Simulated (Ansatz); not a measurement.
Ag2S (anti-fluorite, Fm-3m) at seven volumes, DFT-PBEsol in the program Ansatz with PAW potentials, scaled uniformly. One row is withheld.

```json
[
 {"V (Å³/atom)": "17.128", "P (GPa)": "?"},
 {"V (Å³/atom)": "17.693", "P (GPa)": "5.98"},
 {"V (Å³/atom)": "18.257", "P (GPa)": "2.71"},
 {"V (Å³/atom)": "18.822", "P (GPa)": "0.00"},
 {"V (Å³/atom)": "19.387", "P (GPa)": "-2.24"},
 {"V (Å³/atom)": "19.951", "P (GPa)": "-4.10"},
 {"V (Å³/atom)": "20.516", "P (GPa)": "-5.64"}
]
```

Q: Fit the shown pressures and predict the withheld one.

A: Third-order Birch–Murnaghan: P = (3/2)B₀(x^(7/2) − x^(5/2))[1 + (3/4)(B′ − 4)(x − 1)] with x = (V₀/V)^(2/3). Least squares on the six rows gives V₀ = 18.822 Å³/atom, B₀ = 82.08 GPa, B′ = 5.26. At V = 17.128, x = 1.0649 and P = 9.92 GPa. The run itself gave 9.91 GPa.

The first step of the workflow began from a Materials Project structure, measured or hypothetical; the Crystallography Open Database copy checked does not list it. COD files the formula under space group No. 4, 14. Whether it is the stable phase at ambient conditions was not checked. Symmetry was held in the PBEsol relaxation; whether a distortion lowers the energy is not shown. No spin polarisation was allowed.

Potentials: the later of the program's two PAW sets.
